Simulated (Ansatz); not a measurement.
**How long does this Ansatz run take?**

```yaml
crystal:
  lattice:
    - [9.33, 0.0, 0.0]
    - [-3.11, 5.3866780116, 0.0]
    - [0.0, 0.0, 9.96]
  atoms:
    - { symbol: Al, position: [0.2222222222, 0.1666666666, 0.0] }
    - { symbol: Al, position: [0.2222222222, 0.1666666666, 0.5] }
    - { symbol: Al, position: [0.2222222222, 0.6666666666, 0.0] }
    - { symbol: Al, position: [0.2222222222, 0.6666666666, 0.5] }
    - { symbol: Al, position: [0.5555555556, 0.1666666666, 0.0] }
    - { symbol: Al, position: [0.5555555556, 0.1666666666, 0.5] }
    - { symbol: Al, position: [0.5555555556, 0.6666666666, 0.0] }
    - { symbol: Al, position: [0.5555555556, 0.6666666666, 0.5] }
    - { symbol: Al, position: [0.8888888889, 0.1666666666, 0.0] }
    - { symbol: Al, position: [0.8888888889, 0.1666666666, 0.5] }
    - { symbol: Al, position: [0.8888888889, 0.6666666666, 0.0] }
    - { symbol: Al, position: [0.8888888889, 0.6666666666, 0.5] }
    - { symbol: Al, position: [0.1111111111, 0.3333333334, 0.25] }
    - { symbol: Al, position: [0.1111111111, 0.3333333334, 0.75] }
    - { symbol: Al, position: [0.1111111111, 0.8333333334, 0.25] }
    - { symbol: Al, position: [0.1111111111, 0.8333333334, 0.75] }
    - { symbol: Al, position: [0.4444444444, 0.3333333334, 0.25] }
    - { symbol: Al, position: [0.4444444444, 0.3333333334, 0.75] }
    - { symbol: Al, position: [0.4444444444, 0.8333333334, 0.25] }
    - { symbol: Al, position: [0.4444444444, 0.8333333334, 0.75] }
    - { symbol: Al, position: [0.7777777778, 0.3333333334, 0.25] }
    - { symbol: Al, position: [0.7777777778, 0.3333333334, 0.75] }
    - { symbol: Al, position: [0.7777777778, 0.8333333334, 0.25] }
    - { symbol: Al, position: [0.7777777778, 0.8333333334, 0.75] }
    - { symbol: C, position: [0.2222222222, 0.1666666666, 0.191] }
    - { symbol: "N", position: [0.2222222222, 0.1666666666, 0.691] }
    - { symbol: "N", position: [0.2222222222, 0.6666666666, 0.191] }
    - { symbol: "N", position: [0.2222222222, 0.6666666666, 0.691] }
    - { symbol: "N", position: [0.5555555556, 0.1666666666, 0.191] }
    - { symbol: "N", position: [0.5555555556, 0.1666666666, 0.691] }
    - { symbol: "N", position: [0.5555555556, 0.6666666666, 0.191] }
    - { symbol: "N", position: [0.5555555556, 0.6666666666, 0.691] }
    - { symbol: "N", position: [0.8888888889, 0.1666666666, 0.191] }
    - { symbol: "N", position: [0.8888888889, 0.1666666666, 0.691] }
    - { symbol: "N", position: [0.8888888889, 0.6666666666, 0.191] }
    - { symbol: "N", position: [0.8888888889, 0.6666666666, 0.691] }
    - { symbol: "N", position: [0.1111111111, 0.3333333334, 0.441] }
    - { symbol: "N", position: [0.1111111111, 0.3333333334, 0.941] }
    - { symbol: "N", position: [0.1111111111, 0.8333333334, 0.441] }
    - { symbol: "N", position: [0.1111111111, 0.8333333334, 0.941] }
    - { symbol: "N", position: [0.4444444444, 0.3333333334, 0.441] }
    - { symbol: "N", position: [0.4444444444, 0.3333333334, 0.941] }
    - { symbol: "N", position: [0.4444444444, 0.8333333334, 0.441] }
    - { symbol: "N", position: [0.4444444444, 0.8333333334, 0.941] }
    - { symbol: "N", position: [0.7777777778, 0.3333333334, 0.441] }
    - { symbol: "N", position: [0.7777777778, 0.3333333334, 0.941] }
    - { symbol: "N", position: [0.7777777778, 0.8333333334, 0.441] }
    - { symbol: "N", position: [0.7777777778, 0.8333333334, 0.941] }
total_charge: -1
kpoints:
  mp_grid: { grid: [3, 4, 3] }
scf:
  occupations: { method: fermi_dirac, width: 0.01 }
hamiltonian:
  xc: pbe
  pseudopotentials: { kind: paw, frozen_core: stored }
output:
  forces: true
  stress: true
  populations: true
  efg: { quadrupole_moments_barn: { Al: 0.1466, "N": 0.02044 } }
  write_density: true
  write_potential: true
  elf: true
  volumetric_format: npy
relax:
  f_tol: 0.02
  max_steps: 50
```

```sh
ansatz run input.yaml --threads 4 --pin off --max-ram 8192MiB --backend cpu --events-out ev --progress --plain --runs-dir out
```

It runs on 4 threads of Intel Xeon Platinum 8488C (Sapphire Rapids) (x86_64; 16 cores open to the job, memory cap 8.0 GiB, no GPU), a shared host with a load of 0.3 a core.

Question: How much time and memory should be set aside?

Answer: About 2.2 min of wall time (8.2 min of CPU time) and 2.5 GiB. The run holds 192 valence electrons in 144 bands, about 9809 plane waves a k-point and 19 irreducible k-points, and took 26 SCF iterations, over 5 ionic steps. Times on a shared host vary by tens of per cent.
